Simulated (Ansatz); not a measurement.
Relaxation of a generated cell, WSe2 built in the AFLOW prototype A2B_tI12_141_e_a (C5, as in TiO2); 6 atoms in the cell, which starts as I4₁/amd, origin choice 1 (No. 141), tI12; a = b = 4.7238 Å, c = 11.8737 Å, α = β = γ = 90.00°. Calculation: r2SCAN (plane waves to 500 eV, PAW, scalar-relativistic; Ansatz, a first-principles code). Γ-centred k-mesh 7×7×7 on the run's cell (coarser than for final values), Fermi–Dirac smearing 0.05 eV. This is the first round of the run. 

The optimiser's lines from the output (shortened; P is positive under compression):

```
relax step   1: F+E_penalty+E_count = -42703.98770079 eV  Δ(F+E_penalty+E_count) = +0.000e0 eV  max|allowed force component| = 1.039e0 eV/Å  Δτ_max = 0.0000 Å  P = -5.731 GPa  Ω = 132.473 Å³  (9 SCF iters, dr2 threshold 1.00e-7 eV, accepted)
relax step   2: F+E_penalty+E_count = -42704.53522233 eV  Δ(F+E_penalty+E_count) = -5.475e-1 eV  max|allowed force component| = 4.712e-1 eV/Å  Δτ_max = 0.1360 Å  P = +3.763 GPa  Ω = 120.845 Å³  (8 SCF iters, dr2 threshold 6.00e-7 eV, accepted)
relax step   3: F+E_penalty+E_count = -42705.55305117 eV  Δ(F+E_penalty+E_count) = -1.018e0 eV  max|allowed force component| = 1.297e0 eV/Å  Δτ_max = 0.1950 Å  P = -1.669 GPa  Ω = 123.697 Å³  (8 SCF iters, dr2 threshold 6.00e-7 eV, accepted)
relax step   4: F+E_penalty+E_count = -42707.02390833 eV  Δ(F+E_penalty+E_count) = -1.471e0 eV  max|allowed force component| = 1.499e0 eV/Å  Δτ_max = 0.1415 Å  P = -1.971 GPa  Ω = 120.326 Å³  (8 SCF iters, dr2 threshold 6.00e-7 eV, accepted)
relax step   5: F+E_penalty+E_count = -42708.23931812 eV  Δ(F+E_penalty+E_count) = -1.215e0 eV  max|allowed force component| = 1.009e0 eV/Å  Δτ_max = 0.1120 Å  P = +0.344 GPa  Ω = 116.299 Å³  (8 SCF iters, dr2 threshold 6.00e-7 eV, accepted)
relax step   6: F+E_penalty+E_count = -42708.47410665 eV  Δ(F+E_penalty+E_count) = -2.348e-1 eV  max|allowed force component| = 7.269e-1 eV/Å  Δτ_max = 0.1295 Å  P = +7.106 GPa  Ω = 113.811 Å³  (7 SCF iters, dr2 threshold 6.00e-7 eV, accepted)
relax step   7: F+E_penalty+E_count = -42708.68483026 eV  Δ(F+E_penalty+E_count) = -2.107e-1 eV  max|allowed force component| = 2.123e-1 eV/Å  Δτ_max = 0.0071 Å  P = +0.058 GPa  Ω = 119.047 Å³  (6 SCF iters, dr2 threshold 6.00e-7 eV, accepted)
relax step   8: F+E_penalty+E_count = -42708.70498122 eV  Δ(F+E_penalty+E_count) = -2.015e-2 eV  max|allowed force component| = 3.325e-3 eV/Å  Δτ_max = 0.0943 Å  P = -1.110 GPa  Ω = 123.185 Å³  (6 SCF iters, dr2 threshold 6.00e-7 eV, accepted)
relax step   9: F+E_penalty+E_count = -42708.71089119 eV  Δ(F+E_penalty+E_count) = -5.910e-3 eV  max|allowed force component| = 1.998e-2 eV/Å  Δτ_max = 0.0089 Å  P = -0.419 GPa  Ω = 122.204 Å³  (4 SCF iters, dr2 threshold 6.00e-7 eV, accepted)
relax step  10: F+E_penalty+E_count = -42708.71198154 eV  Δ(F+E_penalty+E_count) = -1.090e-3 eV  max|allowed force component| = 3.014e-3 eV/Å  Δτ_max = 0.0073 Å  P = -0.010 GPa  Ω = 122.060 Å³  (4 SCF iters, dr2 threshold 6.00e-7 eV, accepted)
relax step  11: F+E_penalty+E_count = -42708.71148516 eV  Δ(F+E_penalty+E_count) = +4.964e-4 eV  max|allowed force component| = 3.219e-3 eV/Å  Δτ_max = 0.0000 Å  P = -0.004 GPa  Ω = 122.060 Å³  stress off target by 4.67e-3 GPa  SCF on the basis re-selected at this cell (its energy is not comparable with the rows above)  (7 SCF iters)
```

From the first to the last row the energy changes by -0.79 eV/atom and the volume by -7.9 %. The last row is marked as not comparable with the walk above it, whose basis was carried along; it does compare with step 1, since both stand on a basis selected at the nominal cutoff for their own cell.

Later rounds, restarted from the end of this one on a renewed k-mesh, logged 4 more steps and released under 0.01 eV/atom more. The final structure after all rounds: I4₁/amd, origin choice 1 (No. 141), tI12, anatase type; a = b = 5.018 Å, c = 9.699 Å, α = β = γ = 90.00°. Between re-selections the logged energies stand on a plane-wave basis carried along with the cell. No spin polarisation in the result.

The run could not lose the symmetry of its start: the end is stationary, and may be a saddle point rather than a minimum.

The relaxed structure here is a generated cell of WSe2: the first start was made by placing the elements on the sites of a structure type, and the end was not matched to a known phase here, so it may be hypothetical. Known forms of WSe2 include space group No. 194.
